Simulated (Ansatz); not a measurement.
## WS2 with Sb replacing W: a ladder of calculations

Cell of run 1: a supercell of WS2 (space group P6_3/mmc) built from a COD entry (the entry's cell lengths or inner coordinates differ somewhat from later room-temperature determinations), with all atoms left at the host's positions.

Space group P-6m2 (No. 187); a = 6.3600, c = 12.5000 Å, γ = 120.00°.

```
site  Wyckoff  site symmetry       x       y       z
  Sb       1a           -6m2  0.0000  0.0000  0.0000
  W2       3j            mm2  0.0000  0.5000  0.0000
  W5       3k            mm2  0.1667  0.8333  0.5000
  W8       1f           -6m2  0.6667  0.3333  0.5000
  S9       2g            3m.  0.0000  0.0000  0.3750
 S10       6n            .m.  0.0000  0.5000  0.3750
 S13       6n            .m.  0.1667  0.8333  0.8750
 S16       2i            3m.  0.6667  0.3333  0.8750
```

One atom of each set is listed.

Relaxed positions (PBE, cell held):

Sb (0.0000, 0.0000, 0.0000)
W2 (0.0026, 0.5013, 0.0000)
W5 (0.1669, 0.8331, 0.5000)
W8 (0.6667, 0.3333, 0.5000)
S9 (0.0000, 0.0000, 0.3744)
S10 (0.0001, 0.5000, 0.3741)
S13 (0.1757, 0.8243, 0.8702)
S16 (0.6667, 0.3333, 0.8767)

All runs are DFT with Ansatz 0.2.0 (plane waves and PAW, scalar-relativistic unless spin–orbit coupling is named, Γ-centred meshes, Fermi–Dirac smearing where given) in this cell, at cell charge -1.

Run 1: PBE, atoms at the host's positions; 420 eV, 4×4×2 k-points, smearing 0.01 eV.
Run 2: PBE, atoms relaxed; 420 eV, 4×4×2 k-points, smearing 0.01 eV.
Run 3: r2SCAN, at the relaxed atoms; 500 eV, 4×4×2 k-points, smearing 0.01 eV.

| run | Sb V_zz (η) | W2 V_zz (η) | S13 V_zz (η) |
| --- | --- | --- | --- |
| 1 | -7.32 (0.00) | 15.55 (0.61) | -2.26 (0.48) |
| 2 | ? | ? | ? |
| 3 | -5.30 (0.00) | -13.64 (0.79) | -2.44 (0.08) |

V_zz in 10²¹ V/m²; 3 of the 8 sets of like atoms are followed.

(1) Estimate the row of run 2.

Results:

(1) Sb: -5.00 (0.00); W2: -13.01 (0.88); S13: -2.29 (0.18). It lies nearest to run 3, from whose tensors on these sites it differs by 0.65 at most (largest principal value of the difference, on W2). Taken one at a time, the positions of the atoms (as given or relaxed) move the tensors on these sites by up to 3.77 (largest principal value of the change, on W2), the functional (r2SCAN with its higher cutoff) by 0.65 (W2). On some sites the largest principal value moves to another axis from run to run, and the sign of V_zz can flip with it. On S13 V_xx and V_yy change places between runs (or their axes turn by over 50°), so η hides a larger change.

The defect repeats with the cell of 24 atoms, so it feels its images: sites between two images don't show the values beside a lone defect, and zeros or small values of η there can come from the images' arrangement. S and W carry a gradient in the pure host already, so the values there aren't the defect's effect alone. A uniform background compensates the cell's charge. Without spin–orbit coupling the gradients at and beside W can be off by some per cent, at some sites by more. With these PAW files V_zz is typically within 2 to 3 % of all-electron values, but misses above 10 % occur on Sb. The relaxation keeps the site symmetry -6m2 of the start, so the impurity can't leave its site; a start off the site could end lower. In run 1 the atoms aren't at the calculated equilibrium (largest force 1.5 eV/Å).
